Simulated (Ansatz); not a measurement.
# How much does the functional matter for the cell of Nb3Tl?

The starting cell is an entry of the Crystallography Open Database (1974):

```yaml
crystal:
  lattice:
    - [5.29700, 0.00000, 0.00000]
    - [0.00000, 5.29700, 0.00000]
    - [0.00000, 0.00000, 5.29700]
  atoms:
    - { symbol: Nb, position: [0.25000, 0.00000, 0.50000] }
    - { symbol: Nb, position: [0.50000, 0.75000, 0.00000] }
    - { symbol: Nb, position: [0.75000, 0.00000, 0.50000] }
    - { symbol: Nb, position: [0.50000, 0.25000, 0.00000] }
    - { symbol: Nb, position: [0.00000, 0.50000, 0.75000] }
    - { symbol: Nb, position: [0.00000, 0.50000, 0.25000] }
    - { symbol: Tl, position: [0.00000, 0.00000, 0.00000] }
    - { symbol: Tl, position: [0.50000, 0.50000, 0.50000] }
```

Atoms and cell were relaxed at zero pressure with plane-wave PAW DFT (Ansatz 0.2.0; one set of PAW datasets, made under PBE, for all functionals; 420 eV, r2SCAN 500 eV; 6×6×6 Γ-centred mesh, fermi-dirac occupations of width 0.100 eV; no spin polarisation, no spin-orbit coupling, no dispersion correction), keeping the symmetry (Pm-3n, No. 223).

**Question.** Which functional gives the smallest cell, and how wide is the spread?

**Answer.** The relaxed conventional cells:

| functional | a (Å) | volume (Å³/atom) | formation energy (eV/atom) |
| --- | --- | --- | --- |
| LDA | 5.241 | 18.00 | 0.121 |
| PBEsol | 5.281 | 18.41 | 0.141 |
| PBE | 5.348 | 19.12 | 0.201 |
| r2SCAN | 5.328 | 18.90 | 0.136 |
| the entry | 5.297 | 18.58 | – |

LDA gives the smallest volume and PBE the largest, 6.2 % more, the usual order, since LDA overbinds and PBE's gradient terms loosen the lattice. Against the entry's volume: LDA -3.1 %, PBEsol -0.9 %, PBE +2.9 %, r2SCAN +1.7 %; PBEsol comes nearest. The formation energies span 0.08 eV an atom, lowest under LDA.

Caveats: each relaxation keeps the start's symmetry, so a distorted cell may lie lower; computed cells are at 0 K with fixed nuclei, while the entry holds thermal expansion, often some tenths of a per cent in volume and more in soft crystals; no spin-orbit coupling, which moves formation energies of heavy elements; all formation energies are positive, so the entry may not be the true structure of this compound; formation energies are at zero smearing against the elements' usual phases under the same functional, gases as free molecules, uncorrected; no spin was allowed, so a state with moments may lie lower.
